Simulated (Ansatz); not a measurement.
Consider the following.

WSe$_{2}$ (2H-MoS2 type, space group P6_3/mmc)

```xyz
6
Lattice="3.2304 0.0000 0.0000 -1.6152 2.7976 0.0000 0.0000 0.0000 12.4106" Properties=species:S:1:pos:R:3 pbc="T T T"
W      0.0000     1.8651     3.1026
W      1.6152     0.9325     9.3079
Se     0.0000     1.8651     7.6268
Se     1.6152     0.9325     1.4215
Se     1.6152     0.9325     4.7838
Se     0.0000     1.8651    10.9891
```

This relaxed cell (volume V₀) is scaled evenly in all directions, its shape held. The atoms relax within the cell's symmetry.

Level of theory: PBEsol-D3(BJ) (plane waves to 420 eV, PAW, scalar-relativistic; Ansatz, an electronic-structure program). k mesh 12×12×3 (Γ-centred), Fermi-Dirac smearing 0.05 eV. Energies are smeared free energies. Compression counts positive. With the shape held, the modulus is that of even scaling; a crystal free to change shape is softer. Spin-orbit coupling is left out, though W is heavy. The PAW data are Ansatz's earlier set. WSe2 is run without spin polarisation. WSe2 was relaxed with its symmetry unable to fall. ΔE is measured from the relaxed starting cell.

The scan covers V/V₀ from 0.840 to 1.160 in 13 points.

Task: What is ΔE at V/V₀ = 0.840?

Result: 175.4 meV/atom.

Task: What pressure does the cell carry at V/V₀ = 0.840?

Result: 22.7 GPa.

Task: What is ΔE at V/V₀ = 1.160?

Result: 88.8 meV/atom.

(A scan under strain: stresses follow from slopes of the energy per volume, elastic moduli from its curvatures.)
